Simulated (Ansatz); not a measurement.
# Zincblende alloy of CuI and AgI (20 of 32 Cu sites exchanged), 64 atoms

Ansatz, PAW, plane waves. PBEsol relaxation of volume and atoms (shape held) at the single k point (¼, ¼, ¼) without its symmetry partners; single points on the relaxed atoms at the Γ point alone, onto which points of the small cell's zone fold. Arrangement: quasirandom. No spin–orbit coupling unless named.

Relaxed structure:

```xyz
64
Lattice="12.5020 0.0000 0.0000 0.0000 12.5020 0.0000 0.0000 0.0000 12.5020" Properties=species:S:1:pos:R:3 pbc="T T T"
Ag    0.0028   12.4864    0.0903
Ag    0.1359   12.4859    6.2772
Ag   12.4761    6.3381    6.2953
Ag    6.1657   12.4388    6.2960
Ag    6.2671    6.3254    6.3505
Ag    3.1269    3.0588    6.3190
Ag    3.1562    9.3084    0.0078
Ag    3.0773    9.5071    6.2810
Ag    9.3625    3.1343   12.4961
Ag    9.4286    3.1706    6.2957
Ag    3.1317    6.2553    2.9903
Ag    9.3555   12.4365    3.0596
Ag    9.3664   12.4231    9.4884
Ag    9.4071    6.3667    3.0884
Ag    9.4016    6.3236    9.3626
Ag    0.0554    3.1201    3.0441
Ag   12.4807    9.3541    9.4124
Ag    6.1784    3.1070    3.0450
Ag    6.1603    3.0989    9.4711
Ag    6.2908    9.3947    3.0423
Cu    0.0432    6.2514   12.4449
Cu    6.1719   12.4326   12.4433
Cu    6.1843    6.2775   12.4040
Cu    3.1350    3.1447   12.4165
Cu    9.2941    9.3191   12.4767
Cu    9.3784    9.3844    6.2747
Cu    3.0943   12.4758    3.0252
Cu    3.1547    0.0203    9.4831
Cu    3.1165    6.2175    9.5203
Cu    0.1502    3.1590    9.4993
Cu   12.4397    9.3742    3.0654
Cu    6.2357    9.3885    9.4609
I     1.7736    1.5938    1.5025
I     1.5973    1.5316    8.0728
I     1.3528    7.8203    1.5251
I     1.6975    7.7295    7.9688
I     7.6939    1.4153    1.3984
I     7.7861    1.5534    7.8575
I     7.7378    7.7691    1.3316
I     7.8197    8.0565    7.8637
I     4.6733    4.6988    1.2877
I     4.5755    4.7851    7.9422
I     4.6683   11.0721    1.5353
I     4.6532   10.9386    8.0876
I    11.0379    4.7953    1.4476
I    11.0983    4.5990    7.9853
I    10.8770   10.7174    1.4889
I    10.8773   10.8588    7.7351
I     4.5531    1.4198    4.5826
I     4.5892    1.4604   11.0538
I     4.6502    7.8500    4.6642
I     4.7494    7.7371   10.8408
I    10.9624    1.5309    4.6485
I    11.0623    1.6435   10.8758
I    10.9379    8.0224    4.7131
I    10.9391    7.8178   11.1276
I     1.5803    4.7115    4.7051
I     1.5903    4.7147   10.9945
I     1.5384   10.9243    4.4074
I     1.6411   11.0006   10.8898
I     7.7879    4.7082    4.6549
I     7.7230    4.7967   10.9879
I     7.8712   10.8390    4.7898
I     7.6919   10.8229   11.0595
```

(1) What are the mean bond lengths by pair (pairs within 1.2 times the sum of covalent radii, less contacts 15 % beyond the pair's median; cation–cation pairs of compounds aside; long ionic contacts are cut short by that bound)?

(2) What gap lies between the top filled and the lowest empty level in the single points?

## Answers

(1) Ag–I 2.783 ± 0.012 Å (standard deviation, 80 bonds); Cu–I 2.593 ± 0.015 Å (standard deviation, 48 bonds).

(2) HSE06 2.46 eV (62 s on NVIDIA GB200).
